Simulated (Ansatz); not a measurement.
# Magnetic orders of WSe

Method: DFT PBE, scalar-relativistic, plane waves, PAW (Ansatz).

```cif
data_structure
_symmetry_space_group_name_H-M 'P 1'
_symmetry_Int_Tables_number 1
_cell_length_a 4.0148
_cell_length_b 4.0148
_cell_length_c 4.0148
_cell_angle_alpha 60.000
_cell_angle_beta 60.000
_cell_angle_gamma 60.000
_cell_volume 45.76
loop_
_atom_site_label
_atom_site_type_symbol
_atom_site_fract_x
_atom_site_fract_y
_atom_site_fract_z
_atom_site_occupancy
W1 W 0.00000 0.00000 0.00000 1
Se1 Se 0.25000 0.25000 0.25000 1
```

```json
{"plane-wave cutoff": "420 eV", "Γ-centred k-mesh": "12×12×12", "occupation rule": "Gaussian smearing, 0.1 eV", "list of starting moments (μB, in atom order)": "1 0", "check for lower electronic states after the SCF": "off"}
```

Each order was relaxed in cell and atoms. A propagation vector, in units of the reciprocal vectors, doubles the cell, which takes an equally dense mesh. Spin–orbit coupling is left out, which for heavy magnetic ions can matter as much as these differences. Site moments are spin moments in atom-centred spheres that scale with the neighbour distance. The states are those that the runs reached from these starts; a lower one can exist.

Order the starts by the energy of the state that they reach, lowest first.
A. no spin
B. ferromagnetic
C. antiferromagnetic, doubled cell, propagation vector (0, 1/2, 1/2)

C (0.00 meV/atom), B (1.01 meV/atom), A (12.3 meV/atom).

```json
{"start": "no spin", "ends": "non-magnetic", "energy above lowest (meV/atom)": "12.3", "site moments (μB)": "none over 0.05", "gap on mesh (eV)": "metal", "volume (Å³/atom)": "22.54"}
{"start": "ferromagnetic", "ends": "ferromagnetic", "energy above lowest (meV/atom)": "1.01", "site moments (μB)": "W +0.79", "gap on mesh (eV)": "metal", "volume (Å³/atom)": "22.88"}
{"start": "antiferromagnetic, doubled cell, propagation vector (0, 1/2, 1/2)", "ends": "antiferromagnetic", "energy above lowest (meV/atom)": "0.00", "site moments (μB)": "W +0.51, W -0.51", "gap on mesh (eV)": "metal", "volume (Å³/atom)": "22.47"}
```

Cost: 3 runs of about 10 core-minutes in all, on Arm Neoverse V1 (shared hosts).